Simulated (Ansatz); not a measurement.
BaF$_{2}$:
```yaml
crystal:
  lattice:
    - [0.00000, 3.12321, 3.12321]
    - [3.12321, 0.00000, 3.12321]
    - [3.12321, 3.12321, 0.00000]
  atoms:
    - { symbol: Ba, position: [0.00000, 0.00000, 0.00000] }
    - { symbol: F, position: [0.25000, 0.25000, 0.25000] }
    - { symbol: F, position: [0.75000, 0.75000, 0.75000] }
```

Relaxed with PBE.

Map the valence electron density (e/Å³), cut off at 1 on the plane through (0.000, 0.000, 0.000) spanned by u = [1, 0, 0] and v = [-1, 1, 1] in lattice vectors, from the program Ansatz at the PBE level (PAW).

x is the fraction of u, y of v (the angle between them is 90°; rows are the nearest grid lines); atoms in the plane: Ba at (0.00, 0.00), F at (0.50, 0.25), F at (0.50, 0.75).
```
y \ x   0.000  0.0909  0.182  0.273  0.364  0.455  0.545  0.636  0.727  0.818  0.909   1.00
------  -----  ------  -----  -----  -----  -----  -----  -----  -----  -----  -----  -----
1.00    0.183   0.922   1.00  0.350  0.077  0.046  0.046  0.077  0.350   1.00  0.922  0.183
0.935   0.932    1.00   1.00  0.278  0.106  0.119  0.119  0.106  0.278   1.00   1.00  0.932
0.839   0.760   0.573  0.260  0.194  0.641   1.00   1.00  0.641  0.194  0.261  0.573  0.760
0.774   0.138   0.111  0.089  0.247   1.00   1.00   1.00   1.00  0.248  0.088  0.111  0.138
0.677   0.012   0.015  0.034  0.152  0.855   1.00   1.00  0.857  0.152  0.034  0.015  0.012
0.613   0.005   0.007  0.017  0.059  0.196  0.450  0.451  0.196  0.059  0.017  0.007  0.005
0.548   0.003   0.004  0.008  0.021  0.048  0.079  0.079  0.048  0.021  0.008  0.004  0.003
0.452   0.003   0.004  0.008  0.021  0.048  0.079  0.079  0.048  0.021  0.008  0.004  0.003
0.387   0.005   0.007  0.017  0.059  0.196  0.451  0.450  0.196  0.059  0.017  0.007  0.005
0.323   0.012   0.015  0.034  0.152  0.857   1.00   1.00  0.855  0.152  0.034  0.015  0.012
0.226   0.138   0.111  0.088  0.248   1.00   1.00   1.00   1.00  0.247  0.089  0.111  0.138
0.161   0.760   0.573  0.261  0.194  0.641   1.00   1.00  0.641  0.194  0.260  0.573  0.760
0.0645  0.932    1.00   1.00  0.278  0.106  0.119  0.119  0.106  0.278   1.00   1.00  0.932
0.000   0.183   0.922   1.00  0.350  0.077  0.046  0.046  0.077  0.350   1.00  0.922  0.183
```

The density is the valence pseudo-density with augmentation charge, so density and ELF within about 1 Å of a nucleus are not all-electron values.

Space group Fm-3m (fluorite). Symmetry was held in the PBE relaxation. Scalar-relativistic: spin–orbit coupling is off unless named, which matters more the heavier the elements.

Potentials: the later of the program's two PAW sets.
